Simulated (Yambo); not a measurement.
G0W0@PBEsol for NaOH (space group P2_1/m, No. 11) in Yambo. Reference settings: 4×4×2 Γ-centred k mesh, bands 3 to 117 and a 8 Ry block in the screening, 117 bands in G with the Bruneval-Gonze terminator, plasmon pole fitted at 27.2 eV. The PBEsol gap Γ → Γ on this mesh is 3.30 eV; G0W0 gaps are taken between the same points.

The settings were changed. The gap went from 6.14 eV to 6.03 eV, and the shift of the valence edge from -1.68 eV to -1.68 eV.

**Question.** What was changed between the two runs?
(A) 76 bands in G
(B) 76 bands in G, no terminator
(C) 46 bands in W, 46 bands in G
(D) 3 Ry block

**Answer.** D, 3 Ry block. The others gave (gap, valence shift): 76 bands in G: 6.14, -1.68 eV; 46 bands in W, 46 bands in G: 6.24, -1.52 eV; 76 bands in G, no terminator: 5.96, -1.36 eV.

Geometry relaxed with PBE+D3(BJ); primitive cell a = 3.367 Å, b = 3.441 Å, c = 5.301 Å, α = γ = 90.00°, β = 102.92°.

A shift is the quasiparticle energy of the state minus its PBEsol energy.
